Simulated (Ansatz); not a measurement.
TaRu:
```xyz
2
Lattice="3.0216 0.0000 0.0000 0.0000 3.0216 0.0000 0.0000 0.0000 3.3919" Properties=species:S:1:pos:R:3 pbc="T T T"
Ta     1.5108     1.5108     1.6959
Ru     0.0000     0.0000     0.0000
```

Relaxed with PBEsol. Special points in fractions of this cell's reciprocal vectors: Γ (0.000, 0.000, 0.000); X (0.000, 0.500, 0.000); M (0.500, 0.500, 0.000); Z (0.000, 0.000, 0.500); R (0.000, 0.500, 0.500); A (0.500, 0.500, 0.500).

Task: List the band energies nearest the Fermi level at these points for DFT-PBEsol in the program Ansatz with PAW potentials.

Result: In eV from the Fermi level; about four levels below and three above (degenerate sets whole), none deeper than 8.9 eV; points with the same levels are listed once.

```json
[
 {"k": "Γ", "below": "-5.74 -2.38 -2.38 -1.42", "above": "0.40 1.91 4.51"},
 {"k": "X", "below": "-2.08 -1.97 -1.18 -0.74", "above": "0.54 1.85 2.54"},
 {"k": "M", "below": "-6.14 -5.99 -4.69 -4.69", "above": "0.38 1.30 1.52 1.52"},
 {"k": "Z", "below": "-2.60 -1.77 -1.77 -0.76", "above": "0.02 0.92 0.92"},
 {"k": "R", "below": "-5.84 -3.46 -3.43 -0.90", "above": "0.60 0.68 0.71"},
 {"k": "A", "below": "-3.31 -2.57 -2.57 -0.33", "above": "0.41 3.79 5.42"}
]
```

Space group P4/mmm (L1₀ or tetragonal B2). The workflow started from a Materials Project entry (that database holds measured and hypothetical structures alike); the Crystallography Open Database files this formula in space group No. 123, but the cells were not matched. Its standing as an ambient phase is unchecked. The cell was relaxed with PBEsol under the symmetry of its start; its stability against distortions is not shown here. The run is not spin-polarised. Scalar-relativistic: spin–orbit coupling is off unless named, which matters more the heavier the elements.

Potentials: the earlier of the program's two PAW sets. The files were generated under PBE; for other functionals the program regenerates the frozen cores, and for LDA and PBEsol the local potential too.
